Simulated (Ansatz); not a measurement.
YB2:
```
YB2
1.0
    3.27438     0.00000     0.00000
   -1.63719     2.83570     0.00000
    0.00000     0.00000     3.82108
Y B
1 2
Direct
  0.00000   0.00000   0.00000
  0.33333   0.66667   0.50000
  0.66667   0.33333   0.50000
```

Relaxed with PBEsol. Special points in fractions of this cell's reciprocal vectors: Γ (0.000, 0.000, 0.000); M (0.500, 0.000, 0.000); K (0.333, 0.333, 0.000); A (0.000, 0.000, 0.500); L (0.500, 0.000, 0.500); H (0.333, 0.333, 0.500).

### Question
List the band energies nearest the Fermi level at these points for the program Ansatz at the PBEsol with spin–orbit coupling level (PAW).

### Answer
In eV from the Fermi level; about four levels below and three above (degenerate sets whole), none deeper than 8.9 eV; points with the same levels are listed once.

```tsv
k	below	above
Γ	-0.66 -0.66 -0.64 -0.64	5.48 5.48 5.51 5.51
M	-1.49 -1.49 -0.58 -0.58	3.05 3.05 4.63 4.63
K	-0.81 -0.81 -0.80 -0.80	3.29 3.29 3.30 3.30
A	-8.90 -8.90 -5.02 -5.02	0.41 0.41 0.41 0.41
L	-2.14 -2.14 -0.34 -0.34	4.87 4.87 5.48 5.48
H	-0.82 -0.82 -0.69 -0.69	6.14 6.14 7.61 7.61
```

Space group P6/mmm. The workflow started from an entry of the Crystallography Open Database (COD). Whether it is the stable phase at ambient conditions was not checked. The PBEsol relaxation kept the symmetry of its start; whether a distortion lowers the energy is not shown. No spin polarisation was allowed.

Potentials: the later of the program's two PAW sets.
